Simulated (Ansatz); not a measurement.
YIn$_{2}$Ni in space group Cmcm (No. 63; Ni on 4c, Y on 4c, In on 8f) under volume change, plane-wave PAW r²SCAN (Ansatz code), shape and atoms relaxed at each volume.

```
V (Å³/atom)  E − E(relaxed) (meV/atom)  P (GPa)
-----------  -------------------------  -------
18.740                            54.7    10.33
19.358                            22.9     6.29
19.975                             5.4     2.89
20.593                             0.0     0.00
21.211                             4.8    -2.44
21.829                            18.3    -4.49
22.447                            39.0    -6.22
```

**Question.** What does a third-order Birch–Murnaghan fit give for V₀, B₀ and B′?

**Answer.** V₀ = 20.59 Å³/atom, B₀ = 88.1 GPa, B′ = 4.6.

The workflow started from an entry of the Crystallography Open Database (COD). Its standing as an ambient phase is unchecked. The cell was relaxed with r²SCAN under the symmetry of its start; whether a distortion lowers the energy is not shown. The workflow began spin-polarised and lost its moments.

Potentials: the later of the program's two PAW sets.
